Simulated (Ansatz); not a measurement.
# Si: do energies and stresses tell the same story?

These are results of DFT r2SCAN, scalar-relativistic, plane waves, PAW in Ansatz, not measurements.

Plane waves to 500 eV, a k mesh through Γ of 12×12×2 on the computed 8-atom cell and Gaussian smearing (0.02 eV); no spin polarisation.

Relaxed cell: P6_3/mmc, a = 3.840 Å, b = 3.840 Å, c = 12.625 Å, α = 90.00°, β = 90.00°, γ = 120.00°, 8 atoms in the primitive cell. This form isn't the element's structure at ambient conditions.

Energies at zero smearing and pressures from the stress tensor, at volumes with shape and atoms relaxed:
```tsv
V (Å³/atom)	E − E(first) (meV/atom)	P (GPa)
18.945	0.00	6.81
19.549	-18.60	3.14
20.154	-24.36	-0.01
20.758	-19.12	-2.70
21.363	-4.50	-4.99
```

Problem. Check P = −dE/dV between neighbouring volumes, and get the bulk modulus from the pressures alone.

Solution. With 1 eV/Å³ = 160.2 GPa:
```csv
middle V (Å³/atom),−ΔE/ΔV (GPa),mean P (GPa)
19.247,4.929,4.976
19.852,1.526,1.566
20.456,-1.386,-1.351
21.061,-3.876,-3.844
```

The two differ by 0.05 GPa at most. The mean of two end pressures misses the average over a step by about ΔV² P″/12, up to 0.05 GPa here; with that taken off 0.00 GPa remains. Around V = 20.154 Å³/atom, the two neighbours give B = −V ΔP/ΔV = 20.154 × 5.84 / 1.209 = 97.3 GPa, against B0 = 96.8 GPa from the Birch–Murnaghan fit of the energies.

Cost: 6 runs of about 12 core-minutes in all, on Intel Xeon Platinum 8259CL (Skylake/Cascade Lake) (shared hosts).